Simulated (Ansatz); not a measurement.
Cs2Se:
```yaml
crystal:
  lattice:
    - [0.00000, 4.14481, 4.14481]
    - [4.14481, 0.00000, 4.14481]
    - [4.14481, 4.14481, 0.00000]
  atoms:
    - { symbol: Cs, position: [0.25000, 0.25000, 0.25000] }
    - { symbol: Cs, position: [0.75000, 0.75000, 0.75000] }
    - { symbol: Se, position: [0.00000, 0.00000, 0.00000] }
```

Relaxed with PBEsol.

Give the Bader charges and basin volumes of the independent atoms, the program Ansatz at the PBEsol level (PAW).



```json
[
 {"atom": "Cs1", "Bader charge (e)": "+0.70", "Bader volume (Å³)": "41.0"},
 {"atom": "Se3", "Bader charge (e)": "-1.40", "Bader volume (Å³)": "48.7"}
]
```

Space group Fm-3m (anti-fluorite). The first step of the workflow began from a Materials Project structure, measured or hypothetical; the Crystallography Open Database copy checked does not list it. Whether it is the stable phase at ambient conditions was not checked. Symmetry was held in the PBEsol relaxation; its stability against distortions is not shown here. Spin–orbit coupling is left out wherever it is not named.

Potentials: the later of the program's two PAW sets.
